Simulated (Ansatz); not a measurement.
**Calculated ²⁷Al NMR of the central transition for MgAlH₅**

Cell: a computed structure from the Materials Project (it need not be an observed phase).

Space group C222_1 (No. 20); a = 4.5077, b = 13.0120, c = 4.2732 Å.

| site | Wyckoff | site symmetry | x | y | z |
| --- | --- | --- | --- | --- | --- |
| Mg | 4b | .2. | 0.5000 | 0.8207 | 0.2500 |
| Al | 4b | .2. | 0.5000 | 0.4091 | 0.7500 |
| H5 | 8c | 1 | 0.3091 | 0.0921 | 0.0296 |
| H9 | 8c | 1 | 0.6555 | 0.6947 | 0.4705 |
| H13 | 4a | 2.. | 0.1644 | 0.0000 | 0.5000 |

One atom of each set is listed; the run and its k-mesh use a cell of 14 atoms with edges of 6.89, 6.89, 4.27 Å.

All values are calculated (Ansatz; DFT, PBE, plane waves and PAW, scalar-relativistic, 420 eV cutoff, Γ-centred 7×7×7 k-points, Fermi–Dirac smearing 0.02 eV), not measured.

²⁷Al has I = 5/2 and Q = 146.6 mb (Pyykkö 2018); at 21.1 T its Larmor frequency is ν₀ = 234.3 MHz. Only the quadrupole interaction is simulated: positions count from each site's isotropic chemical shift, and J coupling is left out, as are shift anisotropy and dipolar coupling, which fast spinning averages.

(1) Simulate the second-order pattern (fast magic-angle spinning, Gaussian broadening 0.1 kHz) of site Al (6 H at 1.68–1.79 Å).

Results:

(1) The calculation gives C_Q = -8.90 MHz and η = 0.06, so ν_Q = 1.34 MHz and the centre of gravity lies at -8.68 ppm (-2.03 kHz).

```
offset (kHz)  height
      -5.288       0
      -5.129       1
      -4.971       5
      -4.812       5
      -4.654       5
      -4.495       5
      -4.337       5
      -4.179       5
      -4.020       6
      -3.862       6
      -3.703       6
      -3.545       6
      -3.386       7
      -3.228      47
      -3.069      82
      -2.911      53
      -2.753      44
      -2.594      40
      -2.436      37
      -2.277      36
      -2.119      36
      -1.960      36
      -1.802      37
      -1.643      38
      -1.485      40
      -1.327      44
      -1.168      50
      -1.010      63
      -0.851     100
      -0.693      69
      -0.534       3
      -0.376       0
```

Hardware: 1 thread of Arm Neoverse V2 (aarch64; 8 cores open to the job, memory cap 2.5 GiB, no GPU), a shared host with a load of 0.6 a core. Wall time 29 s, CPU time 29 s, peak memory 0.47 GiB.
